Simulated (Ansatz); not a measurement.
FO15Zn16:
```
CELL_PARAMETERS angstrom
      6.50577     0.00000     0.00000
     -3.25289     5.63416     0.00000
      0.00000     0.00000    10.50139
ATOMIC_POSITIONS crystal
  F  0.00000 0.00000 0.43711
  O  0.00000 0.00000 0.94112
  O  0.00178 0.50089 0.43774
  O  0.00047 0.50024 0.93944
  O  0.49911 0.99822 0.43774
  O  0.49976 0.99953 0.93944
  O  0.49911 0.50089 0.43774
  O  0.49976 0.50024 0.93944
  O  0.83237 0.16763 0.18896
  O  0.83375 0.16625 0.68934
  O  0.83237 0.66474 0.18896
  O  0.83375 0.66750 0.68934
  O  0.33526 0.16763 0.18896
  O  0.33250 0.16625 0.68934
  O  0.33333 0.66667 0.18854
  O  0.33333 0.66667 0.68950
  Zn 0.00000 0.00000 0.22686
  Zn 0.00000 0.00000 0.75200
  Zn 0.00177 0.50088 0.24754
  Zn 0.00203 0.50101 0.75160
  Zn 0.49912 0.99823 0.24754
  Zn 0.49899 0.99797 0.75160
  Zn 0.49912 0.50088 0.24754
  Zn 0.49899 0.50101 0.75160
  Zn 0.82153 0.17847 0.50488
  Zn 0.83206 0.16794 0.99774
  Zn 0.82153 0.64307 0.50488
  Zn 0.83206 0.66413 0.99774
  Zn 0.35693 0.17847 0.50488
  Zn 0.33587 0.16794 0.99774
  Zn 0.33333 0.66667 0.50175
  Zn 0.33333 0.66667 0.99944
```

Relaxed with r²SCAN.

**Question.** Map the electron localisation function on the plane through (0.000, 0.000, 0.437) spanned by u = [0, 0, 1] and v = [1, -1, 0] in lattice vectors, from r²SCAN (plane waves, PAW; program Ansatz).

**Answer.** x is the fraction of u, y of v (the angle between them is 90°; rows are the nearest grid lines); atoms in the plane: F at (0.00, 0.00), O at (0.50, 0.00), O at (0.00, 0.50), O at (0.50, 0.50), O at (0.75, 0.83), O at (0.25, 0.83), O at (0.75, 0.33), O at (0.25, 0.33), Zn at (0.79, 0.00), Zn at (0.31, 0.00).
```
|4798300012100000179759961012100000118974|
|9984100011110011158999631001110011114899|
|6421001234321111136753211012221111001466|
|1100111699999731001100001169999974100001|
|1000001797369951001200001189736995100121|
|1100111489998620000111111158999863000011|
|1122221246765310000011221125677531000011|
|0011100000000000000000000000000000000000|
|0000000000000000000000000000000000000000|
|4321100000011111112332100000001111101234|
|8763100000111221136786410000011222113678|
|6898410011100001179889851001210000117986|
|6898410011100001179889851001210000117986|
|7531110133221111136753111013321111113677|
|1111111478985211012211111147898521001221|
|1000011798479851001200001179747985100121|
|1000011699899841001100001179989984100111|
|1112211256775310000011221125676531000001|
|0011110112222100000001111011222210000000|
|0000000000000000000000000000000000000000|
|0000000000000000000010000000000000000000|
|7752000001111221136786420001112221102577|
|9985100011110011158999731001210012114899|
|4798300012100000179759961012100000118974|
```
Scale: ten equal steps from 0.000 (start of '0') to 0.834 (end of '9'), in the order '0123456789'; x runs from 0.000 to 1.00, y from 0.000 (bottom) to 1.00 (top).

The density is the valence pseudo-density with augmentation charge, so density and ELF within about 1 Å of a nucleus are not all-electron values.

Space group P3m1. The start of the workflow was typed in or built on a structure type; neither database checked (COD, Materials Project) lists it. Its standing as an ambient phase is unchecked. The cell was relaxed with r²SCAN under the symmetry of its start; its stability against distortions is not shown here.

Potentials: the later of the program's two PAW sets.
